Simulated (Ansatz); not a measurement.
# Strain and the gap of NaMgBr3 (cubic perovskite)

NaMgBr3 built on the cubic perovskite prototype, relaxed with r2SCAN in the plane-wave code Ansatz. Space group Pm-3m (No. 221), cubic; conventional cell a = 5.269 Å, 29.25 Å³ an atom. Around Na lie 12 Br at 3.73 Å; around Mg lie 6 Br at 2.63 Å; around Br lie 2 Mg at 2.63 Å and 4 Na at 3.73 Å.

The axes x, y and z are those of this cell:
```yaml
crystal:
  lattice:
    - [5.26880, 0.00000, 0.00000]
    - [0.00000, 5.26880, 0.00000]
    - [0.00000, 0.00000, 5.26880]
  atoms:
    - { symbol: Na, position: [0.00000, 0.00000, 0.00000] }
    - { symbol: Mg, position: [0.50000, 0.50000, 0.50000] }
    - { symbol: Br, position: [0.50000, 0.50000, 0.00000] }
    - { symbol: Br, position: [0.50000, 0.00000, 0.50000] }
    - { symbol: Br, position: [0.00000, 0.50000, 0.50000] }
```

Unstrained: The PBE gap is indirect, 2.850 eV (R to Γ), below the direct gap of 3.391 eV at Γ. The r2SCAN gap is indirect, 3.665 eV (R to Γ), below the direct gap of 4.223 eV at Γ. With HSE06 the valence top lies at R and the conduction bottom at Γ, 4.038 eV higher; the smallest vertical gap, at Γ, is 4.585 eV. Meshes: PBE 6×6×6, r2SCAN 6×6×6, HSE06 4×4×4. Strains are changes of length per length. After each strain the atoms were relaxed again with r2SCAN in this cell and within any symmetry left, so distortions that break it or need a larger cell weren't tested; points keep the names that they have in the unstrained zone. Note: simulated data, non-magnetic, for a generated structure that need not be the stable one.

Changes of the least gap in eV (an overlap counts as a negative gap):
```json
{"strain": "epitaxial +5.0 % in the xy plane, free normal strain -2.78 %", "volume change (%)": "+7.2", "space group": "P4/mmm", "PBE": "-0.260", "r2SCAN": "-0.240", "HSE06": "-0.270", "energy rise, r2SCAN (meV/atom)": "22.2"}
{"strain": "epitaxial +1.0 % in the xy plane, free normal strain -0.53 %", "volume change (%)": "+1.5", "space group": "P4/mmm", "PBE": "-0.066", "r2SCAN": "-0.054", "HSE06": "-0.068", "energy rise, r2SCAN (meV/atom)": "1.0"}
{"strain": "uniaxial +1.0 % along x", "volume change (%)": "+1.0", "space group": "P4/mmm", "PBE": "-0.055", "r2SCAN": "-0.046", "HSE06": "-0.056", "energy rise, r2SCAN (meV/atom)": "0.4"}
{"strain": "isotropic +3.0 % on every length", "volume change (%)": "+9.3", "space group": "Pm-3m", "PBE": "-0.342", "r2SCAN": "-0.325", "HSE06": "-0.361", "energy rise, r2SCAN (meV/atom)": "18.9"}
```

Epitaxial +5.0 % in the xy plane, free normal strain -2.78 %. HSE06: the gap goes from 4.038 to 3.768 eV (-0.270 eV). Stress change with r2SCAN, compression positive: xx -2.22, yy -2.22, zz -0.01 GPa.

Epitaxial +1.0 % in the xy plane, free normal strain -0.53 %. HSE06: the gap goes from 4.038 to 3.970 eV (-0.068 eV). Stress change with r2SCAN, compression positive: xx -0.56, yy -0.56, zz -0.06 GPa.

Uniaxial +1.0 % along x, other directions held. HSE06: the gap goes from 4.038 to 3.982 eV (-0.056 eV). Stress change with r2SCAN, compression positive: xx -0.49, yy -0.17, zz -0.17 GPa.

Isotropic +3.0 % on every length. HSE06: the gap goes from 4.038 to 3.677 eV (-0.361 eV). Stress change with r2SCAN, compression positive: xx -2.07, yy -2.07, zz -2.07 GPa. For HSE06, dE_g/d ln V = -4.1 eV over this step.

The runs are scalar-relativistic, without spin-orbit coupling.

The meshes of the hybrids are coarse, so their gaps aren't converged to the digits shown.
